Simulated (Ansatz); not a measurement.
Elastic constants of CdSe (F-43m) under pressure

```
Cd Se
1.0
     0.00000    3.00397    3.00397
     3.00397    0.00000    3.00397
     3.00397    3.00397    0.00000
Cd Se
1 1
Direct
  0.00000 0.00000 0.00000
  0.75000 0.75000 0.75000
```

This is the zero-pressure cell. At each pressure cell and atoms are relaxed in this structure, and the constants are slopes of the stress at strains of ±0.005 with relaxed ions (the coefficients that govern stability under load). Level: LDA, PAW on Ansatz 0.2.0's default frozen-core files (fitted under PBE), scalar-relativistic; k mesh 6×6×6, strains of ±0.005, fixed occupations, cutoff 420 eV. P is the pressure of the relaxed cell, less that of this one.

```csv
P (GPa),V/V₀,C11 (GPa),C12 (GPa),C44 (GPa)
0.00,1.0000,70.5,51.7,24.1
0.99,0.9838,74.4,56.7,23.5
1.95,0.9692,78.1,61.4,22.8
3.99,?,?,?,?
6.99,0.9083,96.3,85.4,18.0
9.97,0.8803,106.4,99.2,14.5
14.96,0.8418,122.6,121.5,8.0
```

Q: Does the bulk modulus from the constants agree with the pressure-volume curve?

A: A third-order Birch-Murnaghan fit to the volumes shown (F against f, f = [(V₀/V)^(2/3) − 1]/2) gives B₀ = 58.0 GPa and B′ = 4.7. Its −V dP/dV stands beside (C11 + 2C12)/3:

```
P (GPa)  from P(V)  from the constants
   0.00       58.0                58.0
   0.99       62.6                62.6
   1.95       67.0                67.0
   6.99       89.0                89.1
   9.97      101.6               101.6
  14.96      122.1               121.9
```

Q: What are the pressure derivatives at zero pressure?

A: Slopes at V₀ of quadratic fits in −ln(V/V₀) through the first four rows shown, divided by B₀: dC11/dP = 3.9, dC12/dP = 5.0, dC44/dP = -0.5. The mean slopes up to 2.0 GPa are 3.9, 5.0, -0.7; curvature and scatter of the constants part the two. The combination (dC11/dP + 2 dC12/dP)/3 = 4.7 stands against B′.

Q: Fill the row at 3.99 GPa.

A: Cubic fits in −ln(V/V₀) through all rows shown give C11 = 85.6, C12 = 71.3, C44 = 21.1 GPa. Computed: V/V₀ = 0.9420, C11 (GPa) = 85.7, C12 (GPa) = 71.3, C44 (GPa) = 21.1.

Q: Does a shear stiffness soften?

A: C44 goes from 24.1 to 8.0 GPa; (C11 − C12)/2 goes from 9.4 to 0.5 GPa. C44 and (C11 − C12)/2 soften under pressure, though the lattice stays mechanically stable over this range.

Caveats: this zinc-blende form is metastable at ambient conditions; no other phase was computed; many crystals of this kind change structure within this range, and rows or crossings beyond such a change describe a metastable lattice; frozen-core PAW files fitted under PBE, their cores solved anew for the functional of the run; constants at zero field, no piezoelectric stiffening; phonons weren't checked at these pressures.
